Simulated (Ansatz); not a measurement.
The start is a relaxed Sn cell displaced along its unstable phonon at q = (½, 0, ½) of its primitive reciprocal cell (17i cm⁻¹), largest move 0.15 Å. Cell shape, volume and atoms are optimised at zero target pressure with r2SCAN (plane waves to 500 eV, PAW, scalar-relativistic; Ansatz, a quantum-chemistry and plane-wave program). First-step values are on the input's coarse k-mesh.

Ansatz input (later rounds restart from its end on a renewed k-mesh):
Ansatz 0.2 input:
```yaml
crystal:
  lattice:
    - [6.4667568978, 0.0000000001, 0]
    - [-1.6166892245, 2.8001878768, 0]
    - [3.2333784489, 0, 3.0496855658]
  atoms:
    - { symbol: Sn, position: [0, -0.0463911053, 0] }
    - { symbol: Sn, position: [0.5, 1.0463911053, 0] }
basis: { ecutwfc: 500, ecutrho_ratio: 4, xc_grid: 4, fft_grid_basis: typed }
kpoints: { mp_grid: { grid: [12, 12, 12] } }
hamiltonian:
  xc: r2scan
  dispersion: none
  pseudopotentials: { azcp: { folder: ./paw }, kind: paw }
scf: { occupations: { method: fermi_dirac, width: 0.05 } }
relax: { f_tol: 0.01, max_steps: 100, cell: { stress_tol: 0.02 } }
output: { forces: true, stress: true }
```

Does it find its way back to the structure it was made from?

It does not go back: it reaches I4₁/amd (No. 141), AFLOW prototype A_tI4_141_a (A5, as in Sn), 0.01 eV/atom below the parent.

Give the final cell and atomic positions.


```cif
data_Sn4
_chemical_formula_sum 'Sn4'
_space_group_name_H-M_alt 'I41/amd :1'
_space_group_IT_number 141
_space_group_name_Hall 'I 4bw 2bw -1bw'
_cell_length_a 5.87864
_cell_length_b 5.87864
_cell_length_c 3.19316
_cell_angle_alpha 90.000
_cell_angle_beta 90.000
_cell_angle_gamma 90.000
loop_
_atom_site_label
_atom_site_type_symbol
_atom_site_symmetry_multiplicity
_atom_site_Wyckoff_symbol
_atom_site_fract_x
_atom_site_fract_y
_atom_site_fract_z
_atom_site_occupancy
Sn1 Sn 4 a 0.00000 0.00000 0.00000 1
```
(The calculation used a cell of 2 atoms; values per cell refer to that cell.)

Final values are on a 16×16×16 k-mesh of the relaxed cell. No spin polarisation in the result.

The run could not lose the symmetry of its start.

Of the parent cell (P6/mmm (No. 191)): it is a generated cell of Sn: the first start was made by placing the elements on the sites of a structure type, and the end was not matched to a known phase here, so it may be hypothetical. Known forms of Sn include space group No. 141, 227.

This is a known allotrope of Sn, reached from a generated start.
